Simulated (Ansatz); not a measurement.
Values for one crystal, relaxed and computed with plane-wave PAW PBEsol (Ansatz code); other levels are named.

```yaml
volume_per_atom: 17.98 Å³
electronic_character: metallic (no gap)
Poisson's ratio: 0.30
Young's modulus: 239 GPa
hill_bulk_and_shear_moduli: 202 and 91.5 GPa
highest_zone_centre_frequency: 218 cm^-1
mechanical_stability: stable (all eigenvalues of C positive)
```

Which compound is it?
(A) TaMoN, P4/nmm (Mo on 2c, Ta on 2c, N on 2c)
(B) Ta3Sb, A15 (Cr3Si type)
(C) VSb, NiAs type
(D) GaSb, wurtzite

B, Ta3Sb, A15 (Cr3Si type)

Space group Pm-3n (A15 (Cr3Si type)). The first step of the workflow began from a Materials Project structure, measured or hypothetical; the Crystallography Open Database files this formula in space group No. 223, but the cells were not matched. Its standing as an ambient phase is unchecked. The cell was relaxed with PBEsol under the symmetry of its start; of distortions, only those at the zone centre were tested. The run is not spin-polarised. As this level gives no gap, shear constants depend on the k-mesh and smearing (Fermi–Dirac, 0.1 eV here). As this level gives no gap, phonon frequencies hold no LO–TO term and depend on the k-mesh and smearing (Fermi–Dirac, 0.1 eV here). Scalar-relativistic: spin–orbit coupling is off unless named, which matters more the heavier the elements.

Potentials: the later of the program's two PAW sets.
